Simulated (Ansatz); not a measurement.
Ru (hcp, Mg type)

```
CELL_PARAMETERS angstrom
      2.72203     0.00000     0.00000
     -1.36102     2.35735     0.00000
      0.00000     0.00000     4.29074
ATOMIC_POSITIONS crystal
  Ru 0.33333 0.66667 0.75000
  Ru 0.66667 0.33333 0.25000
```

This relaxed cell (volume V₀) is scaled evenly in all directions, its shape held. Symmetry pins the atoms to their sites.

Computed with PBE (plane waves to 420 eV, PAW, scalar-relativistic; Ansatz, a first-principles code). k mesh 20×20×11 (Γ-centred), Fermi-Dirac smearing 0.05 eV. The energy includes the smearing's −TS. Compression counts positive. With the shape held, the modulus is that of even scaling; a crystal free to change shape is softer. Ru is run without spin polarisation. Ru was relaxed with its symmetry unable to fall. The PAW data are Ansatz's earlier set. The zero of ΔE is the relaxed starting cell. The last digit holds for this mesh only.

| V (Å³/atom) | ΔE (meV/atom) |
|---|---|
| 12.390 | 165.0 |
| 12.619 | 110.6 |
| 12.849 | 68.4 |
| 13.078 | 37.1 |
| 13.308 | 16.0 |
| 13.537 | 3.9 |
| 13.766 | 0.0 |
| 13.996 | 3.6 |
| 14.225 | 14.0 |
| 14.455 | 30.5 |
| 14.684 | 52.6 |
| 14.914 | withheld |
| 15.143 | 111.3 |

Fit a third-order Birch-Murnaghan form (E₀, V₀, B₀, B₀′ free) to the given rows and predict ΔE at V = 14.914.

Least squares on the 12 given rows: ΔE = E₀ + (9V₀B₀/16)·y²·[2 + (B₀′ − 4)y], y = (V₀/V)^(2/3) − 1, with V₀ = 13.767 Å³/atom, B₀ = 312.3 GPa (160.2 GPa = 1 eV/Å³; the term in eV is multiplied by 1000), B₀′ = 4.87, E₀ = 0.03 meV/atom; root-mean-square residual 0.05 meV/atom. At 14.914 the fit gives 79.7 meV/atom; the calculation gives 79.7 meV/atom, the same to the digits shown. For the pressure the fit gives -20.6 GPa against the computed -20.6 GPa.

(Under strain, the slope of the energy per volume gives the stress and its curvature an elastic modulus.)
